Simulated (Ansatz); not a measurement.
**MoS2 (space group P6_3/mmc), frozen-phonon scan**

Starting cell, MoS₂ (space group P6_3/mmc):

```
MoS2
1.0
    3.12771     0.00000     0.00000
   -1.56385     2.70867     0.00000
    0.00000     0.00000    12.19912
Mo S
2 4
Direct
  0.00000   0.00000   0.25000
  0.00000   0.00000   0.75000
  0.33333   0.66667   0.37714
  0.66667   0.33333   0.62286
  0.66667   0.33333   0.87714
  0.33333   0.66667   0.12286
```

A phonon eigenvector at Γ is frozen into this cell: atom i moves by Q times the vector below, so Q is the largest atomic displacement, in Å. The cell is held. It is one choice among 2 degenerate patterns.

```tsv
atom	x	y	z
Mo1	0.000	-1.000	0.000
Mo2	0.000	1.000	0.000
S3	0.000	-0.991	0.000
S4	0.000	0.991	0.000
S5	0.000	0.991	0.000
S6	0.000	-0.991	0.000
```

Level of theory: LDA (plane waves to 420 eV, PAW, scalar-relativistic; Ansatz, an electronic-structure program). k mesh 12×12×3 (Γ-centred), Fermi-Dirac smearing 0.05 eV. The energy includes the smearing's −TS. Compression counts positive. MoS2 is run without spin polarisation. MoS2 was relaxed with its symmetry unable to fall. The zero of ΔE is the undisplaced structure.

```
Q (Å)   ΔE (meV/cell)  −dE/dQ from forces (eV/Å)  P (GPa)
------  -------------  -------------------------  -------
-0.280           42.1                      0.331     0.25
-0.233           28.1                      0.267     0.17
-0.187           17.2                      0.203     0.10
-0.140            9.1                      0.143     0.05
-0.093            3.8                      0.087     0.02
-0.047            0.9                      0.039     0.00
0.000             0.0                      0.000     0.00
0.047             0.7                     -0.029     0.00
0.093             2.5                     -0.047     0.01
0.140             5.0                     -0.055     0.03
0.187             7.5                     -0.052     0.04
0.233             9.7                     -0.041     0.05
0.280            11.2                     -0.021     0.06
```

What the scan shows:

Energy at Q = 0.280 Å: 11.2 meV/cell
Space group of the distorted cell: Cmcm (No. 63), lowered from P6_3/mmc
Symmetry of the curve: not even: the negative side lies higher at ±0.280 Å
Shape of the curve: a single well with its minimum at or next to zero displacement
Harmonic wavenumber from the curvature (finite differences): 25 cm⁻¹
Wavenumber by perturbation theory (DFPT, on another k mesh): 25 cm⁻¹

(A displaced cell: forces are minus the slopes of the energy, force constants its curvatures, and phonons follow from these.)
